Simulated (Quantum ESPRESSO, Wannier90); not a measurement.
Tight-binding from DFT: PbS (Cmcm)

Materials Project entry mp-1018115; symmetrised, unrelaxed at this level. Not found in the COD (Crystallography Open Database) copy used, which has the formula in other groups; not checked further. Method: PBEsol plane waves in Quantum ESPRESSO 7.5 (PseudoDojo norm-conserving files, 50 Ry, no spin polarisation, no spin-orbit coupling), Bloch states on a 8×8×8 mesh through Γ, Wannier90 4.0.1. Density: 8×8×8 mesh, cold smearing 0.01 Ry. Spin-orbit coupling is left out although heavy elements are present.

On the energy scale of pw.x, whose zero is arbitrary, the valence-band maximum lies at 7.68 eV.

Input w.win:

```
num_bands = 10
num_wann = 10
exclude_bands = 1-10,21-36
num_iter = 800
conv_tol = 1.0e-6
conv_window = 4
write_hr = true
write_u_matrices = true
auto_projections = true
begin unit_cell_cart
ang
    4.1599100000    0.0000000000    0.0000000000
    0.0000000000    0.0000000000   -4.2793200000
   -2.0799550000    5.9912950000    0.0000000000
end unit_cell_cart
begin atoms_frac
Pb   0.1305600000  0.2500000000  0.2611200000
Pb  -0.1305600000 -0.2500000000 -0.2611200000
S    0.3548000000  0.2500000000 -0.2904000000
S   -0.3548000000 -0.2500000000  0.2904000000
end atoms_frac
mp_grid = 8 8 8
begin kpoints
0.0000000000 0.0000000000 0.0000000000
0.0000000000 0.0000000000 0.1250000000
0.0000000000 0.0000000000 0.2500000000
... (509 more lines: the 8x8x8 mesh through Gamma)
end kpoints
```

Input of pw2wannier90.x that gives the overlap and projection files (equivalent; here they were cut from one run over all bands):

```
&inputpp
  outdir = './out'
  prefix = 'pwscf'
  seedname = 'w'
  write_amn = .true.
  write_mmn = .true.
  scdm_proj = .true.
  scdm_entanglement = 'isolated'
/
```

Output w.wout (banner and timings cut):

```
                                    ------
                                    SYSTEM
                                    ------

                              Lattice Vectors (Ang)
                    a_1     4.159910   0.000000   0.000000
                    a_2     0.000000   0.000000  -4.279320
                    a_3    -2.079955   5.991295   0.000000

                   Unit Cell Volume:     106.65455  (Ang^3)

                        Reciprocal-Space Vectors (Ang^-1)
                    b_1     1.510414   0.524360   0.000000
                    b_2     0.000000   0.000000  -1.468267
                    b_3    -0.000000   1.048719   0.000000

 *----------------------------------------------------------------------------*
 |   Site       Fractional Coordinate          Cartesian Coordinate (Ang)     |
 +----------------------------------------------------------------------------+
 | pb   1   0.13056   0.25000   0.26112   |    0.00000   1.56445  -1.06983    |
 | pb   2  -0.13056  -0.25000  -0.26112   |    0.00000  -1.56445   1.06983    |
 | s    1   0.35480   0.25000  -0.29040   |    2.07995  -1.73987  -1.06983    |
 | s    2  -0.35480  -0.25000   0.29040   |   -2.07995   1.73987   1.06983    |
 *----------------------------------------------------------------------------*
                                ------------
                                K-POINT GRID
                                ------------

             Grid size =  8 x  8 x  8      Total points =  512

 *---------------------------------- MAIN ------------------------------------*
 |  Number of Wannier Functions               :                10             |
 |  Number of Objective Wannier Functions     :                10             |
 |  Number of input Bloch states              :                10             |
 |  Output verbosity (1=low, 5=high)          :                 1             |
 |  Timing Level (1=low, 5=high)              :                 1             |
 |  Optimisation (0=memory, 3=speed)          :                 3             |
 |  Length Unit                               :               Ang             |
 |  Post-processing setup (write *.nnkp)      :                 F             |
 |  Using Gamma-only branch of algorithms     :                 F             |
 *----------------------------------------------------------------------------*
 *------------------------------- WANNIERISE ---------------------------------*
 |  Total number of iterations                :               800             |
 |  Number of CG steps before reset           :                 5             |
 |  Trial step length for line search         :             2.000             |
 |  Convergence tolerence                     :         0.100E-05             |
 |  Convergence window                        :                 4             |
 |  Iterations between writing output         :                 1             |
 |  Iterations between backing up to disk     :               100             |
 |  Write r^2_nm to file                      :                 F             |
 |  Write xyz WF centres to file              :                 F             |
 |  Write on-site energies <0n|H|0n> to file  :                 F             |
 |  Use guiding centre to control phases      :                 F             |
 |  Use phases for initial projections        :                 F             |
 *----------------------------------------------------------------------------*
 *-------------------------------- PLOTTING ----------------------------------*
 |  Plotting Hamiltonian in WF basis          :                 T             |
 *----------------------------------------------------------------------------*

       ... (k-mesh section left out)

 Starting a new Wannier90 calculation ...

 Reading overlaps from w.mmn

 Reading projections from w.amn

 *------------------------------- WANNIERISE ---------------------------------*
 +--------------------------------------------------------------------+<-- CONV
 | Iter  Delta Spread     RMS Gradient      Spread (Ang^2)            |<-- CONV
 +--------------------------------------------------------------------+<-- CONV

 ------------------------------------------------------------------------------
 Initial State
  WF centre and spread    1  (  2.526541, -1.545257, -0.869480 )     2.61459503
  WF centre and spread    2  ( -2.371070,  1.565430,  1.481166 )     2.63814716
  WF centre and spread    3  (  1.839964, -1.611821, -1.545418 )     2.67436107
  WF centre and spread    4  ( -1.544111,  1.615676,  0.984014 )     2.69944887
  WF centre and spread    5  ( -2.142125,  2.572446,  1.050966 )     2.10259283
  WF centre and spread    6  (  2.136856, -2.569696, -1.043844 )     2.11733920
  WF centre and spread    7  (  1.820821, -1.717387, -0.823528 )     3.30128043
  WF centre and spread    8  ( -2.253139,  1.690556,  0.761750 )     3.24390424
  WF centre and spread    9  ( -0.015904, -1.355586,  1.079059 )     2.44259256
  WF centre and spread   10  ( -0.013679,  1.355420, -1.075124 )     2.43246569
  Sum of centres and spreads ( -0.015846, -0.000219, -0.000440 )    26.26672707

      0     0.263E+02     0.0000000000       26.2667270718  <-- CONV
        O_D=      0.1409713 O_OD=      4.2827071 O_TOT=     26.2667271 <-- SPRD
 ------------------------------------------------------------------------------
      1    -0.820E+00     0.6527100269       25.4471237274  <-- CONV
        O_D=      0.0672712 O_OD=      3.5368039 O_TOT=     25.4471237 <-- SPRD
      2    -0.416E+00     0.5391232332       25.0316114422  <-- CONV
        O_D=      0.0446469 O_OD=      3.1439158 O_TOT=     25.0316114 <-- SPRD
      3    -0.204E+00     0.4192446280       24.8272640220  <-- CONV
        O_D=      0.0430470 O_OD=      2.9411684 O_TOT=     24.8272640 <-- SPRD
      4    -0.134E+00     0.3472925904       24.6935130265  <-- CONV
        O_D=      0.0453589 O_OD=      2.8051055 O_TOT=     24.6935130 <-- SPRD
      5    -0.117E+00     0.2985731752       24.5767699970  <-- CONV
        O_D=      0.0428334 O_OD=      2.6908879 O_TOT=     24.5767700 <-- SPRD
       ... (lines left out)
    100    -0.200E-03     0.0124603113       24.2132143728  <-- CONV
        O_D=      0.0327686 O_OD=      2.3373971 O_TOT=     24.2132144 <-- SPRD
       ... (lines left out)
    200    -0.112E-04     0.0030837086       24.2061260311  <-- CONV
        O_D=      0.0326317 O_OD=      2.3304457 O_TOT=     24.2061260 <-- SPRD
       ... (lines left out)
    300    -0.851E-06     0.0007957844       24.2056743809  <-- CONV
        O_D=      0.0325966 O_OD=      2.3300291 O_TOT=     24.2056744 <-- SPRD
    301    -0.785E-06     0.0011265049       24.2056735959  <-- CONV
        O_D=      0.0325966 O_OD=      2.3300283 O_TOT=     24.2056736 <-- SPRD
    302    -0.971E-06     0.0007775664       24.2056726247  <-- CONV
        O_D=      0.0325968 O_OD=      2.3300271 O_TOT=     24.2056726 <-- SPRD
    303    -0.870E-06     0.0008120594       24.2056717542  <-- CONV
        O_D=      0.0325972 O_OD=      2.3300258 O_TOT=     24.2056718 <-- SPRD
             <<<     Delta < 1.000E-06  over  4 iterations     >>>
             <<< Wannierisation convergence criteria satisfied >>>
 Final State
  WF centre and spread    1  (  2.588204, -1.617289, -0.943095 )     2.41889556
  WF centre and spread    2  ( -2.331902,  1.630551,  1.523284 )     2.45922725
  WF centre and spread    3  (  1.930660, -1.630381, -1.568011 )     2.45500298
  WF centre and spread    4  ( -1.555296,  1.616624,  1.054439 )     2.41490146
  WF centre and spread    5  ( -2.075412,  2.551732,  1.070661 )     2.19858947
  WF centre and spread    6  (  2.084819, -2.551717, -1.069283 )     2.19863134
  WF centre and spread    7  (  1.717263, -1.632240, -0.700096 )     2.46543471
  WF centre and spread    8  ( -2.355633,  1.632716,  0.631048 )     2.46515890
  WF centre and spread    9  ( -0.000016, -1.349993,  1.069807 )     2.56492240
  WF centre and spread   10  ( -0.000001,  1.349993, -1.069821 )     2.56490769
  Sum of centres and spreads (  0.002686, -0.000003, -0.001068 )    24.20567175

         Spreads (Ang^2)       Omega I      =    21.843048678
        ================       Omega D      =     0.032597245
                               Omega OD     =     2.330025831
    Final Spread (Ang^2)       Omega Total  =    24.205671754
```
